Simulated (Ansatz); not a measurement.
Task: Name crystals whose computed values (DFT-LDA in the program Ansatz with PAW potentials) fall in these windows: ε∞ 5.9 to 8.4; HSE06 gap (eV) 1.9 to 2.4; B₀ by P(V) fit (GPa) 31 to 40.

Result: 

| crystal | ε∞ | HSE06 gap (eV) | B₀ by P(V) fit (GPa) |
|---|---|---|---|
| TlBr, CsCl type | 7.20 | 2.16 | 33.5 |
Others may fit too.

The cell was relaxed under the symmetry of its start. Scalar-relativistic: spin–orbit coupling is off unless named, which matters more the heavier the elements.

Potentials: the later of the program's two PAW sets.
